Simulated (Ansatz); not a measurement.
AsSe in space group P2_1/c (No. 14; Pearson symbol mP32), the program Ansatz at the PBE level (PAW), all energies at zero smearing, with the estimated change up to a 700 eV cutoff added, with one set of potentials and settings (totals compare only within such a set). Cell of 32 atoms (16 As, 16 Se): -165206.714 eV.

| element | reference phase | E (eV/atom) |
|---|---|---|
| As | R-3m, 2 atoms in the cell | -4856.1377 |
| Se | P3_121, 3 atoms in the cell | -5469.0798 |

Formation energy per atom, worked out: (-165206.714 − 16×(-4856.1377) − 16×(-5469.0798))/32 = -0.101 eV/atom (-10 kJ per mol of atoms), at 0 K, without zero-point energy or fitted corrections.

The first step of the workflow began from a Materials Project structure, measured or hypothetical; the Crystallography Open Database files this formula in space group No. 14, but the cells were not matched. Whether it is the stable phase at ambient conditions was not checked. The cell was relaxed with PBE under the symmetry of its start; its stability against distortions is not shown here. The volume lies over 15 % above that of the usual cell of this phase: another minimum, or an error of the functional. A crystal of weakly bound molecules computed without a dispersion correction: the cell and the soft elastic constants depend strongly on that. The references are the lowest solids computed at this level, not always the standard phases.

Potentials: the later of the program's two PAW sets.
